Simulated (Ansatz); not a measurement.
KMgH₃:
```
CELL_PARAMETERS angstrom
      3.91261     0.00000     0.00000
      0.00000     3.91261     0.00000
      0.00000     0.00000     3.91261
ATOMIC_POSITIONS crystal
  K  0.00000 0.00000 0.00000
  Mg 0.50000 0.50000 0.50000
  H  0.50000 0.00000 0.50000
  H  0.00000 0.50000 0.50000
  H  0.50000 0.50000 0.00000
```

Relaxed with LDA. Special points in fractions of this cell's reciprocal vectors: Γ (0.000, 0.000, 0.000); X (0.000, 0.500, 0.000); M (0.500, 0.500, 0.000); R (0.500, 0.500, 0.500).

Q: List the band energies nearest the valence-band maximum at these points for LDA in the plane-wave PAW code Ansatz.

A: In eV from the valence-band maximum; about four levels below and three above (degenerate sets whole), none deeper than 8.9 eV; points with the same levels are listed once.

| k | below | above |
|---|---|---|
| Γ | -5.92 -0.57 -0.57 | 5.80 5.80 5.80 |
| X | -4.03 -3.05 0.00 | 5.18 5.18 5.54 |
| M | -3.20 -2.04 -2.04 | 3.31 6.51 6.67 6.67 |
| R | -2.31 -2.31 -2.31 | 2.34 5.62 5.62 5.62 |

Space group Pm-3m (cubic perovskite). The workflow started from a Materials Project entry (that database holds measured and hypothetical structures alike); the Crystallography Open Database files this formula in space group No. 221, but the cells were not matched. Its standing as an ambient phase is unchecked. Symmetry was held in the LDA relaxation; phonons on a q-mesh show no instability.

Potentials: the later of the program's two PAW sets.
